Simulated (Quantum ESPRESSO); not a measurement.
**Zn$_{2}$ClF$_{3}$ (changed cell): field gradients at the nuclei**

```yaml
crystal:
  lattice:
    - [5.07954, 0.26385, 0.00000]
    - [0.26385, 5.07954, 0.00000]
    - [0.00000, 0.00000, 3.30210]
  atoms:
    - { symbol: Zn, position: [0.47373, 0.47373, 0.50000] }
    - { symbol: Zn, position: [0.02129, 0.02129, 0.00000] }
    - { symbol: Cl, position: [0.69763, 0.69763, 0.00000] }
    - { symbol: F, position: [0.29860, 0.29860, 0.00000] }
    - { symbol: F, position: [0.81506, 0.19368, 0.50000] }
    - { symbol: F, position: [0.19368, 0.81506, 0.50000] }
```
The cell was made here from a computed Materials Project entry: one of 4 F replaced by Cl, cell and atoms relaxed (PBE without dispersion, pw.x of a modified build of Quantum ESPRESSO, symmetry kept). The parent is ZnF2 in P4₂/mnm; whether this form has been observed was not checked. The swapped cell is a model, not a known phase. Stability against distortions was not tested.

Computed: field gradients by a PBE PAW density (pw.x of Quantum ESPRESSO, JTH datasets) with the all-electron reconstruction of Petrilli and co-workers, 25 Ha, k-mesh 5×5×7 through Γ.

```tsv
site	site symmetry	Vzz (10²¹ V/m²)	η_Q	∣C_Q∣ (MHz)
Zn1 (atom 1)	mm2	-1.24	0.65	4.51 (⁶⁷Zn)
Zn2 (atom 2)	mm2	-2.47	0.48	8.94 (⁶⁷Zn)
Cl (atom 3)	mm2	12.29	0.92	24.3 (³⁵Cl)
F1 (atom 4)	mm2	-9.99	0.18	–
F2 (atoms 5, 6)	m	-9.80	0.17	–
```

Quadrupole moments taken as inputs (sizes, barn, from the tables of PySCF and pymatgen): ⁶⁷Zn 0.15, ³⁵Cl 0.0817.

Convention: |Vzz| is the largest principal value, η_Q = (Vxx − Vyy)/Vzz, |C_Q| = |eQVzz/h|. Cores are frozen. Against all-electron runs on small test molecules, this scheme's |Vzz| missed by +4 % on Zn, −3 to −9 % on Cl, −6 to +4 % (−29 % in KF) on F. Where η passes 0.9 the sign of Vzz means little. Static lattice: thermal averaging is not included.
